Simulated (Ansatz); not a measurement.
## Magnetic states of nickel, A15

Level of theory: DFT, BLYP, plane waves (420 eV) with PAW, scalar-relativistic in Ansatz. The PAW files were generated under PBE, with cores re-solved for the functional.

Each start was relaxed and then solved on a dense mesh, with Fermi-Dirac smearing of 0.05 eV (0.1 eV in a metal without spin) extrapolated to zero. Rows within 2 meV/atom of each other tie.

Q: Where does each start end, and how do the energies compare? Starts: non-magnetic; ferromagnetic.

A: 
```
        start                                 ends  ΔE (meV/atom)  V (Å³/atom)
ferromagnetic  ferromagnetic, net 0.60 μB per atom            0.0        11.71
 non-magnetic                    spin not included           29.0        11.67
```
